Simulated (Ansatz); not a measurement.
Ti2Ga:
Space group P6₃/mmc (No. 194); a = 4.502 Å, b = 4.502 Å, c = 5.454 Å, α = 90.00°, β = 90.00°, γ = 120.00°

```tsv
atom	site	symmetry	x	y	z
Ti	2d	-6m2	0.6667	0.3333	0.2500
Ti	2a	-3m.	0.0000	0.0000	0.0000
Ga	2c	-6m2	0.3333	0.6667	0.2500
```

Relaxed at zero pressure with r²SCAN in the plane-wave PAW code Ansatz.

**Question.** The volume is lowered by 3 % and shape and atoms relax at that volume. What pressure results, and how do the axes share the change?

**Answer.** 4.2 GPa; a -0.9 %, b -0.9 %, c -1.2 %; the energy rises by 6 meV/atom.

**Question.** Give the new structure.

**Answer.** 
Space group P6₃/mmc (No. 194); a = b = 4.4605 Å, c = 5.3898 Å, α = β = 90.00°, γ = 120.00°

| atom | site | symmetry | x | y | z |
|---|---|---|---|---|---|
| Ti | 2d | -6m2 | 0.6667 | 0.3333 | 0.2500 |
| Ti | 2a | -3m. | 0.0000 | 0.0000 | 0.0000 |
| Ga | 2c | -6m2 | 0.3333 | 0.6667 | 0.2500 |

The phase is kept; no other phase was compared at this pressure.

Space group P6_3/mmc. The workflow started from an entry of the Crystallography Open Database (COD). Whether it is the stable phase at ambient conditions was not checked. The cell was relaxed with r²SCAN under the symmetry of its start; its stability against distortions is not shown here. The run is not spin-polarised. Axis ratios of metals converge slowly with the k-mesh, so a and c are less sure than the volume.

Potentials: the later of the program's two PAW sets.
